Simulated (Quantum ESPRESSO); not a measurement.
# InAl2GaAs4: finding a planted mistake in a log

Computed values, not a measurement. The program is pw.x of Quantum ESPRESSO 7.5 (plane-wave density functional theory). The cell is made up: 8 atoms on a zincblende/diamond lattice, with randomly drawn elements, strain and displacements, not relaxed. PseudoDojo standard norm-conserving files (v0.5 for PBE, v0.4.1 for LDA and PBEsol) set the functional; there is no spin polarisation, spin-orbit coupling or dispersion term, and the masses in the input are unused placeholders.

Intended input:

```
&control calculation='scf', pseudo_dir='./dojo.nc.sr.pbe.v0_5.standard.upf', outdir='./o', disk_io='medium', tprnfor=.true., tstress=.true. /
&system ibrav=0, nat=8, ntyp=4, nbnd=52, ecutwfc=84.00895049, nosym=.true., tot_charge=0,
 occupations='smearing', smearing='fd', degauss=0.0018374661
/
&electrons conv_thr=7.350e-09, electron_maxstep=60, /
ATOMIC_SPECIES
Al 1.0 Al.upf
As 1.0 As.upf
Ga 1.0 Ga.upf
In 1.0 In.upf
CELL_PARAMETERS angstrom
5.6927 0.0 0.0
0.0 5.6927 0.0
0.0 0.0 5.6927
ATOMIC_POSITIONS angstrom
In 0.0315 0.0376 0.0269
Al 0.0165 2.8128 2.8688
Ga 2.8749 0.0885 2.8617
Al 2.8843 2.8094 0.0382
As 1.4164 1.3163 1.3927
As 1.3591 4.2797 4.226
As 4.2958 1.4129 4.3093
As 4.2713 4.2904 1.3915
K_POINTS automatic
4 4 4 1 1 1
```

The log is shortened where brackets say so; the opening notice, blank lines, dates and the lines on written files are dropped, and the path of the files is cut. It prints rydbergs, bohrs and kilobars, and counts compression as positive stress.

Log of the intended run:

```
     Program PWSCF v.7.5
     Parallel version (MPI & OpenMP), running on       1 processor cores
     Number of MPI processes:                 1
     Threads/MPI process:                     1
     [start-up lines left out]
     bravais-lattice index     =            0
     lattice parameter (alat)  =      10.7576  a.u.
     unit-cell volume          =    1244.9488 (a.u.)^3
     number of atoms/cell      =            8
     number of atomic types    =            4
     number of electrons       =        92.00
     number of Kohn-Sham states=           52
     kinetic-energy cutoff     =      84.0090  Ry
     charge density cutoff     =     336.0358  Ry
     scf convergence threshold =      7.3E-09
     mixing beta               =       0.7000
     number of iterations used =            8  plain     mixing
     Exchange-correlation= PBE
                           (   1   4   3   4   0   0   0)
     [axes and pseudopotential details left out]
   Cartesian axes
     site n.     atom                  positions (alat units)
         1        In     tau(   1) = (   0.0055334   0.0066050   0.0047254  )
         2        Al     tau(   2) = (   0.0028984   0.4941065   0.5039436  )
         3        Ga     tau(   3) = (   0.5050152   0.0155462   0.5026964  )
         4        Al     tau(   4) = (   0.5066664   0.4935092   0.0067103  )
         5        As     tau(   5) = (   0.2488099   0.2312260   0.2446467  )
         6        As     tau(   6) = (   0.2387444   0.7517874   0.7423542  )
         7        As     tau(   7) = (   0.7546156   0.2481951   0.7569870  )
         8        As     tau(   8) = (   0.7503118   0.7536670   0.2444359  )
     number of k points=    32  Fermi-Dirac smearing, width (Ry)=  0.0018
                       cart. coord. in units 2pi/alat
        k(    1) = (   0.1250000   0.1250000   0.1250000), wk =   0.0625000
        k(    2) = (   0.1250000   0.1250000   0.3750000), wk =   0.0625000
     [further k points left out]
     Dense  grid:   129475 G-vectors     FFT dimensions: (  64,  64,  64)
     Estimated max dynamical RAM per process >     189.98 MB
     Initial potential from superposition of free atoms
     starting charge      91.9876, renormalised to      92.0000
     Starting wfcs are   62 randomized atomic wfcs
     total cpu time spent up to now is       25.1 secs
     per-process dynamical memory:   101.1 Mb
     Self-consistent Calculation
     iteration #  1     ecut=    84.01 Ry     beta= 0.70
     Davidson diagonalization with overlap
     ethr =  1.00E-02,  avg # of iterations =  4.4
     Threshold (ethr) on eigenvalues was too large:
     Diagonalizing with lowered threshold
     Davidson diagonalization with overlap
     ethr =  2.66E-04,  avg # of iterations =  3.4
     total cpu time spent up to now is      142.1 secs
     total energy              =   -1143.73365756 Ry
     estimated scf accuracy    <       0.25615395 Ry
     iteration #  2     ecut=    84.01 Ry     beta= 0.70
     Davidson diagonalization with overlap
     ethr =  2.78E-04,  avg # of iterations =  2.8
     total cpu time spent up to now is      197.7 secs
     total energy              =   -1143.77977045 Ry
     estimated scf accuracy    <       0.03845995 Ry
     [iterations 3 to 9 left out]
     iteration # 10     ecut=    84.01 Ry     beta= 0.70
     Davidson diagonalization with overlap
     ethr =  3.19E-11,  avg # of iterations =  2.0
     total cpu time spent up to now is      630.0 secs
     total energy              =   -1143.78903042 Ry
     estimated scf accuracy    <          7.8E-09 Ry
     iteration # 11     ecut=    84.01 Ry     beta= 0.70
     Davidson diagonalization with overlap
     ethr =  8.51E-12,  avg # of iterations =  2.1
     total cpu time spent up to now is      681.6 secs
     End of self-consistent calculation
     [lines on levels left out]
!    total energy              =   -1143.78903042 Ry
     estimated scf accuracy    <          2.1E-10 Ry
     smearing contrib. (-TS)   =      -0.00000000 Ry
     internal energy E=F+TS    =   -1143.78903042 Ry
     The total energy is F=E-TS. E is the sum of the following terms:
     one-electron contribution =    -673.14374617 Ry
     hartree contribution      =     387.31682202 Ry
     xc contribution           =    -276.66230367 Ry
     ewald contribution        =    -581.29980260 Ry
     convergence has been achieved in  11 iterations
     Forces acting on atoms (cartesian axes, Ry/au):
     atom    1 type  4   force =    -0.02957236   -0.05592640   -0.03671127
     atom    2 type  1   force =    -0.00857500    0.00451936   -0.02517343
     atom    3 type  3   force =    -0.00309942   -0.03997883    0.00240586
     atom    4 type  1   force =    -0.02740904    0.01858593   -0.01389521
     atom    5 type  2   force =     0.07258572    0.10999072    0.07856965
     atom    6 type  2   force =     0.07001439   -0.04220727   -0.01854578
     atom    7 type  2   force =    -0.04022237    0.05285712   -0.04431346
     atom    8 type  2   force =    -0.03372192   -0.04784065    0.05766364
     Total force =     0.229510     Total SCF correction =     0.000114
     Computing stress (Cartesian axis) and pressure
          total   stress  (Ry/bohr**3)                   (kbar)     P=       75.19
   0.00051798   0.00010987   0.00013150           76.20       16.16       19.34
   0.00010987   0.00049404   0.00010052           16.16       72.68       14.79
   0.00013150   0.00010052   0.00052132           19.34       14.79       76.69
     init_run     :     23.63s CPU     24.84s WALL (       1 calls)
     electrons    :    646.06s CPU    656.51s WALL (       1 calls)
     forces       :      8.07s CPU      8.15s WALL (       1 calls)
     stress       :     26.81s CPU     26.91s WALL (       1 calls)
     [timing details left out]
     PWSCF        :  11m44.96s CPU  11m57.14s WALL
     JOB DONE.
```

A second run was made from an input with one planted mistake. Its log:

```
     Program PWSCF v.7.5
     Parallel version (MPI & OpenMP), running on       1 processor cores
     Number of MPI processes:                 1
     Threads/MPI process:                     1
     [start-up lines left out]
     bravais-lattice index     =            0
     lattice parameter (alat)  =      10.7576  a.u.
     unit-cell volume          =    1244.9488 (a.u.)^3
     number of atoms/cell      =            8
     number of atomic types    =            4
     number of electrons       =        93.00
     number of Kohn-Sham states=           53
     kinetic-energy cutoff     =      84.0090  Ry
     charge density cutoff     =     336.0358  Ry
     scf convergence threshold =      7.3E-09
     mixing beta               =       0.7000
     number of iterations used =            8  plain     mixing
     Exchange-correlation= PBE
                           (   1   4   3   4   0   0   0)
     [axes and pseudopotential details left out]
   Cartesian axes
     site n.     atom                  positions (alat units)
         1        In     tau(   1) = (   0.0055334   0.0066050   0.0047254  )
         2        Al     tau(   2) = (   0.0028984   0.4941065   0.5039436  )
         3        Ga     tau(   3) = (   0.5050152   0.0155462   0.5026964  )
         4        Al     tau(   4) = (   0.5066664   0.4935092   0.0067103  )
         5        As     tau(   5) = (   0.2488099   0.2312260   0.2446467  )
         6        As     tau(   6) = (   0.2387444   0.7517874   0.7423542  )
         7        As     tau(   7) = (   0.7546156   0.2481951   0.7569870  )
         8        As     tau(   8) = (   0.7503118   0.7536670   0.2444359  )
     number of k points=    32  Fermi-Dirac smearing, width (Ry)=  0.0018
                       cart. coord. in units 2pi/alat
        k(    1) = (   0.1250000   0.1250000   0.1250000), wk =   0.0625000
        k(    2) = (   0.1250000   0.1250000   0.3750000), wk =   0.0625000
     [further k points left out]
     Dense  grid:   129475 G-vectors     FFT dimensions: (  64,  64,  64)
     Estimated max dynamical RAM per process >     191.23 MB
     Initial potential from superposition of free atoms
     starting charge      91.9876, renormalised to      93.0000
     Starting wfcs are   62 randomized atomic wfcs
     total cpu time spent up to now is       21.8 secs
     per-process dynamical memory:   101.4 Mb
     Self-consistent Calculation
     iteration #  1     ecut=    84.01 Ry     beta= 0.70
     Davidson diagonalization with overlap
     ethr =  1.00E-02,  avg # of iterations =  4.4
     Threshold (ethr) on eigenvalues was too large:
     Diagonalizing with lowered threshold
     Davidson diagonalization with overlap
     ethr =  3.08E-04,  avg # of iterations =  4.4
     total cpu time spent up to now is      113.7 secs
     total energy              =   -1142.98536865 Ry
     estimated scf accuracy    <       0.31629844 Ry
     iteration #  2     ecut=    84.01 Ry     beta= 0.70
     Davidson diagonalization with overlap
     ethr =  3.40E-04,  avg # of iterations =  5.3
     total cpu time spent up to now is      157.0 secs
     total energy              =   -1143.03042326 Ry
     estimated scf accuracy    <       0.18144465 Ry
     [iterations 3 to 9 left out]
     iteration # 10     ecut=    84.01 Ry     beta= 0.70
     Davidson diagonalization with overlap
     ethr =  4.51E-11,  avg # of iterations =  3.2
     total cpu time spent up to now is      489.4 secs
     total energy              =   -1143.08283099 Ry
     estimated scf accuracy    <       0.00000001 Ry
     iteration # 11     ecut=    84.01 Ry     beta= 0.70
     Davidson diagonalization with overlap
     ethr =  1.17E-11,  avg # of iterations =  2.0
     total cpu time spent up to now is      520.0 secs
     End of self-consistent calculation
     [lines on levels left out]
!    total energy              =   -1143.08283099 Ry
     estimated scf accuracy    <          9.1E-10 Ry
     smearing contrib. (-TS)   =      -0.00007736 Ry
     internal energy E=F+TS    =   -1143.08275364 Ry
     The total energy is F=E-TS. E is the sum of the following terms:
     one-electron contribution =    -671.58805939 Ry
     hartree contribution      =     387.15915606 Ry
     xc contribution           =    -277.35404772 Ry
     ewald contribution        =    -581.29980260 Ry
     convergence has been achieved in  11 iterations
     Forces acting on atoms (cartesian axes, Ry/au):
     atom    1 type  4   force =    -0.02947598   -0.04939082   -0.03595410
     atom    2 type  1   force =    -0.00894181   -0.00084623   -0.02341648
     atom    3 type  3   force =    -0.00134876   -0.03329689    0.00338500
     atom    4 type  1   force =    -0.02438559    0.01269079   -0.01268998
     atom    5 type  2   force =     0.06971437    0.11137719    0.07531002
     atom    6 type  2   force =     0.06691664   -0.04548787   -0.01936528
     atom    7 type  2   force =    -0.03885405    0.05595051   -0.04246908
     atom    8 type  2   force =    -0.03362483   -0.05099668    0.05519989
     Total force =     0.224387     Total SCF correction =     0.000211
     Computing stress (Cartesian axis) and pressure
          total   stress  (Ry/bohr**3)                   (kbar)     P=      189.93
   0.00129801   0.00012082   0.00014227          190.94       17.77       20.93
   0.00012082   0.00127522   0.00011073           17.77      187.59       16.29
   0.00014227   0.00011073   0.00130015           20.93       16.29      191.26
     init_run     :     19.43s CPU     21.68s WALL (       1 calls)
     electrons    :    475.59s CPU    498.21s WALL (       1 calls)
     forces       :      4.16s CPU      4.21s WALL (       1 calls)
     stress       :     15.58s CPU     15.64s WALL (       1 calls)
     [timing details left out]
     PWSCF        :   8m35.06s CPU   9m 0.95s WALL
     JOB DONE.
```

Question: what was wrong in the second input?

Answer: the cell has the wrong charge. The input lines that differ, file-writing options aside:

```
- &system ibrav=0, nat=8, ntyp=4, nbnd=52, ecutwfc=84.00895049, nosym=.true., tot_charge=0,
+ &system ibrav=0, nat=8, ntyp=4, nbnd=53, ecutwfc=84.00895049, nosym=.true., tot_charge=-1,
```

|  | intended run | run with the mistake |
| --- | --- | --- |
| free energy (eV) | -15562.043 | -15552.434 |
| smearing term -TS (eV) | 0.0000 | -0.0011 |
| pressure (GPa) | 7.52 | 18.99 |
| largest force component (eV/Å) | 2.828 | 2.864 |
| largest change of a force component (eV/Å) |  | 0.172 |
| iterations | 11 | 11 |

For scale, a rerun of the intended cell at 1437 eV and a 6 x 6 x 6 mesh moved values by no more than 0.011 eV in energy, 0.02 GPa in stress and 0.002 eV/Å in force. The charged cell sits in a uniform background, so its energy and stress rest on the program's zero of potential. The number of bands, nbnd, was set by rule from the electron count and the smearing, so it follows the mistake.